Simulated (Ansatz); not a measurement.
# HfB: what relativity and spin–orbit coupling change

```xyz
2
Lattice="0.0000 2.3100 2.3100 2.3100 0.0000 2.3100 2.3100 2.3100 0.0000" Properties=species:S:1:pos:R:3 pbc="T T T"
Hf    2.3100    2.3100    2.3100
B     0.0000    0.0000    0.0000
```

Atoms are numbered in the order listed.

The cell comes from COD entry 1511179, which wasn't checked; take it as a given geometry.

Spin polarisation is left out, and whether a magnetic state lies lower isn't shown here.

One fixed cell is solved with PBE by PAW (frozen-core files) in Ansatz 0.2.0 under different relativistic treatments. Pressure is positive in compression.

Settings: a Γ-centred 15×15×15 k mesh, Fermi–Dirac smearing of 0.05 eV, cutoff 420 eV, no spin polarisation.

(1) Order the settings by the pressure that they give at this fixed cell, lowest first.
A. with spin–orbit coupling
B. scalar-relativistic

Results:

(1) A (28.9 GPa), B (29.8 GPa).
